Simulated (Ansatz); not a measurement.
TiAl: clamped-ion strain scan

All numbers below come from DFT PBEsol, scalar-relativistic, plane waves, PAW in Ansatz. The runs took a 420 eV cutoff, a Γ-centred 22×22×16 mesh and Gaussian smearing (0.15 eV). No spin polarisation. Energies are free energies at this smearing, counted from the undisturbed cell; pressure is positive in compression.

The starting cell (relaxed at this level; it needn't be the usual structure):

```xyz
2
Lattice="2.7952 0.0000 0.0000 0.0000 2.7952 0.0000 0.0000 0.0000 4.0387" Properties=species:S:1:pos:R:3 pbc="T T T"
Ti    0.0000    0.0000    0.0000
Al    1.3976    1.3976    2.0194
```

The cell is strained by ε times the Voigt pattern (1, 0, 0, 0, 0, 0) (xx, yy, zz, yz, xz, xy; engineering shear) with fractional coordinates fixed. The cell is metallic on the mesh throughout.

```
      ε  ΔE (meV/atom) stress summed along the pattern (GPa, tension positive) pressure (GPa)
-0.0400           17.8                                                    -9.45             5.4
-0.0300            9.8                                                    -6.84             4.0
-0.0200            4.3                                                    -4.40             2.6
 0.0000            0.0                                                    -0.03             0.0
 0.0100            1.0                                                        ?               ?
 0.0300              ?                                                     5.48               ?
 0.0400           14.5                                                     7.08            -4.3
```

Give the withheld values.

stress summed along the pattern (GPa, tension positive) at ε = 0.0100: 1.94; pressure (GPa) at ε = 0.0100: -1.2; ΔE (meV/atom) at ε = 0.0300: 8.3; pressure (GPa) at ε = 0.0300: -3.3.

Cost: 7 runs of about 2.9 core-minutes in all, on Intel Xeon Platinum 8375C (Ice Lake) (shared hosts).